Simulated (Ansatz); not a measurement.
YAl₂ (cubic Laves (MgCu2 type), Fd-3m) at seven volumes, DFT-LDA in the program Ansatz with PAW potentials, scaled uniformly. One row is withheld.

```csv
V (Å³/atom),P (GPa)
17.563,10.02
18.142,6.17
18.721,2.85
19.300,-0.01
19.879,-2.47
20.458,?
21.037,-6.41
```

Problem. Fit the shown pressures and predict the withheld one.

Solution. Third-order Birch–Murnaghan: P = (3/2)B₀(x^(7/2) − x^(5/2))[1 + (3/4)(B′ − 4)(x − 1)] with x = (V₀/V)^(2/3). Least squares on the six rows gives V₀ = 19.299 Å³/atom, B₀ = 88.22 GPa, B′ = 3.97. At V = 20.458, x = 0.9619 and P = -4.58 GPa. The run itself gave -4.59 GPa.

The workflow started from a Materials Project entry (that database holds measured and hypothetical structures alike); the Crystallography Open Database copy checked does not list it. Its standing as an ambient phase is unchecked. The LDA relaxation kept the symmetry of its start; its stability against distortions is not shown here. No spin polarisation was allowed.

Potentials: the later of the program's two PAW sets.
